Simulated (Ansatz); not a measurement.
Cu Kα1 powder pattern (kinematic, no thermal factors).
2θ (°) (relative intensity): 12.04 (4), 35.28 (1), 36.67 (16), 36.88 (46), 39.43 (1), 42.78 (100), 61.96 (28), 62.25 (27), 74.20 (6), 74.47 (11), 74.61 (6), 77.97 (4), 78.49 (13)

The pattern is computed from a structure relaxed with Ansatz, DFT PBE, scalar-relativistic, plane waves, PAW. No spin polarisation. Its elements are Al, N, Ti.

Task: Give the structure.

Result: Ti5AlN6.
Space group P-3m1 (No. 164). a = 2.980 Å, b = 2.980 Å, c = 14.694 Å, α = 90.00°, β = 90.00°, γ = 120.00°
```
atom  site  symmetry       x       y       z
  Ti    1a      -3m. 0.0000  0.0000  0.0000
  Ti    2d       3m. 0.6667  0.3333  0.1688
  Ti    2d       3m. 0.3333  0.6667  0.3322
  Al    1b      -3m. 0.0000  0.0000  0.5000
   N    2d       3m. 0.3333  0.6667  0.0837
   N    2c       3m. 0.0000  0.0000  0.2519
   N    2d       3m. 0.6667  0.3333  0.4227
```

A pattern alone doesn't exclude other cells with like lines; this is the one computed.

It was reached by relaxing an invented guess, and it needn't be the stable form of this composition.
